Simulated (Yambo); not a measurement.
```xyz
6
Lattice="3.3654 0.0000 0.1165 0.0000 3.4408 0.0000 -1.3635 0.0000 5.1227" Properties=species:S:1:pos:R:3 pbc="T T T"
H      2.7856     0.8602     2.2646
H     -0.7837     2.5806     2.9746
O     -0.3599     2.5806     3.8433
O      2.3618     0.8602     1.3959
Na     1.2191     0.8602     4.2111
Na     0.7827     2.5806     1.0281
```

Cell and atoms were relaxed with PBE+D3(BJ) from Materials Project entry mp-23940, within its symmetry.

Task: Where are the main features of Im ε from RPA with local fields on PBEsol bands (Yambo; 8×8×4 mesh, 51 bands, 3 Ry local-field block, 0.2 eV broadening; field along z)?

Result: Peaks at 6.1 eV (0.5), 10.2 eV (2.4), 11.6 eV (2.0), 15.6 eV (1.3), heights in brackets. Peak heights and small wiggles depend on the k mesh. Convergence of the RPA response with its 8×8×4 mesh was not tested. No excitonic effects at this level.
